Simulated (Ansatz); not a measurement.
Ti, DFT, PBEsol, all-electron PAW with datasets made for the crystal, scalar-relativistic (Ansatz 0.2.0), run on 1 thread of Arm Neoverse V2 on a shared host.

The geometry is COD entry 9012924, unchecked; take it as a test cell. The listed cell was then made from it by scaling, straining or moving an atom.

Command: `ansatz run input.yaml --threads 1 --pin off --max-ram 3072MiB --backend cpu --events-out ev --progress --plain --runs-dir out`

```yaml
crystal:
  lattice:
    - [-1.60818, 1.60818, 1.641]
    - [1.60818, -1.60818, 1.641]
    - [1.60818, 1.60818, -1.641]
  atoms:
    - { symbol: Ti, position: [0.0, 0.0, 0.0] }
kpoints:
  mp_grid: { grid: [14, 14, 14] }
scf:
  occupations: { method: fermi_dirac, width: 0.05 }
hamiltonian:
  xc: pbesol
  pseudopotentials: { kind: all_electron, datasets: crystal }
output:
  forces: true
  stress: true
  eigenvalues: true
  efg: { contact_densities: true }
```

(1) How large is the problem that the program sets up?

(2) Estimate the wall time and the peak memory.

Results:

(1) 244 irreducible k-points, 157 plane waves at Γ, 7 bands.

(2) 5.3 s of wall time for 8 SCF iterations, with a peak of 0.35 GiB. Times on shared machines scatter by tens of per cent.
